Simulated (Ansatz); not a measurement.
HBr:
```
HBr
1.0
    3.13452    -2.64466     0.00000
    3.13452     2.64466     0.00000
    0.00000     0.00000     5.43998
H Br
2 2
Direct
  0.06080   0.93920   0.81670
  0.93920   0.06080   0.31670
  0.25487   0.74513   0.00430
  0.74513   0.25487   0.50430
```

Relaxed with r²SCAN+D4. Special points in fractions of this cell's reciprocal vectors: Γ (0.000, 0.000, 0.000); Y (0.500, 0.500, 0.000); F0 (0.428, 0.572, 0.000); Δ0 (-0.428, 0.428, 0.000); Z (0.000, 0.000, 0.500); B0 (-0.428, 0.428, 0.500); G0 (0.428, 0.572, 0.500); T (0.500, 0.500, 0.500); S (0.000, 0.500, 0.000); R (0.000, 0.500, 0.500).

Q: List the band energies nearest the valence-band maximum at these points for the program Ansatz at the r²SCAN+D4 with spin–orbit coupling level (PAW).

A: In eV from the valence-band maximum; about four levels below and three above (degenerate sets whole), none deeper than 8.9 eV; points with the same levels are listed once.

```json
[
 {"k": "Γ", "below": "-0.38 -0.38 0.00 0.00", "above": "5.20 5.20 6.25 6.25"},
 {"k": "Y", "below": "-0.85 -0.85 -0.60 -0.60", "above": "5.41 5.41 5.68 5.68"},
 {"k": "F0", "below": "-0.94 -0.87 -0.59 -0.58", "above": "5.62 5.65 5.92"},
 {"k": "Z", "below": "-0.28 -0.28 -0.28 -0.28", "above": "7.34 7.34 7.34 7.34"},
 {"k": "B0", "below": "-1.11 -1.11 -1.11 -1.11", "above": "6.75 6.75 6.75 6.75"},
 {"k": "T", "below": "-1.21 -1.21 -1.21 -1.21", "above": "6.93 6.93 6.93 6.93"},
 {"k": "S", "below": "-0.62 -0.62 -0.50 -0.50", "above": "7.03 7.03 7.47 7.47"},
 {"k": "R", "below": "-0.46 -0.46 -0.27 -0.27", "above": "6.05 6.05 6.06 6.06"}
]
```

Space group Cmc2_1. The workflow started from an entry of the Crystallography Open Database (COD), which files this formula under 3 space groups. Symmetry was held in the r²SCAN+D4 relaxation; of distortions, only those at the zone centre were tested. The substance is a gas or liquid at ambient conditions.

Potentials: the later of the program's two PAW sets.
